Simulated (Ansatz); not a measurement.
Relaxed-ion elastic tensor of ZrTi in space group P-6m2 (No. 187; Zr on 1a, Ti on 1d) in GPa (Voigt order), DFT-PBEsol in the program Ansatz with PAW potentials; density 5.87 g/cm³, 19.67 Å³ per atom.

|  | 1 | 2 | 3 | 4 | 5 | 6 |
|---|---|---|---|---|---|---|
| 1 | 139 | 88.8 | 76.7 | 0.0 | 0.0 | 0.0 |
| 2 | 88.8 | 139 | 76.7 | 0.0 | 0.0 | 0.0 |
| 3 | 76.7 | 76.7 | 178 | 0.0 | 0.0 | 0.0 |
| 4 | 0.0 | 0.0 | 0.0 | 27.7 | 0.0 | 0.0 |
| 5 | 0.0 | 0.0 | 0.0 | 0.0 | 27.7 | 0.0 |
| 6 | 0.0 | 0.0 | 0.0 | 0.0 | 0.0 | 25.3 |

**Question.** Is the crystal mechanically stable?

**Answer.** Yes: the smallest eigenvalue of C is 25.3 GPa.

**Question.** Work out the Voigt, Reuss and Hill averages.

**Answer.** K_V = 105, K_R = 104, K_H = 104; G_V = 30.5, G_R = 28.9, G_H = 29.7 GPa.

**Question.** Give Young's modulus, Poisson's ratio, Pugh's ratio and the universal anisotropy index.

**Answer.** E = 9KG/(3K + G) = 81.4 GPa; ν = 0.37; K/G = 3.51 (ductile by the Pugh limit of 1.75); A_U = 5G_V/G_R + K_V/K_R − 6 = 0.28.

**Question.** Estimate the sound speeds and the Debye temperature.

**Answer.** v_l = √((K + 4G/3)/ρ) = 4950 m/s, v_t = √(G/ρ) = 2250 m/s, mean 2540 m/s; Θ = (h/k)(3n/4πV)^(1/3) v_m = 280 K.

**Question.** Solve the Christoffel equation for the three sound speeds along x, y, z.

**Answer.** Eigenvalues of C_ijkl n_j n_l equal ρv². In km/s, slowest first: x 2.08, 2.17, 4.87; y 2.08, 2.17, 4.87; z 2.17, 2.17, 5.51.

**Question.** How much does each axis shrink under pressure?

**Answer.** Linear compressibilities β_i = Σ_j S_ij (j = 1 to 3): x 3.5, y 3.5, z 2.6 per TPa.

The first step of the workflow began from a Materials Project structure, measured or hypothetical; the Crystallography Open Database copy checked does not list it. With Zr and Ti taken as one species the cell has the higher symmetry P6_3/mmc, so it may be an ordered model of a mixed-site phase. Its standing as an ambient phase is unchecked. The cell was relaxed with PBEsol under the symmetry of its start; its stability against distortions is not shown here. No spin polarisation was allowed. As this level gives no gap, shear constants depend on the k-mesh and smearing (Fermi–Dirac, 0.1 eV here).

Potentials: the later of the program's two PAW sets.
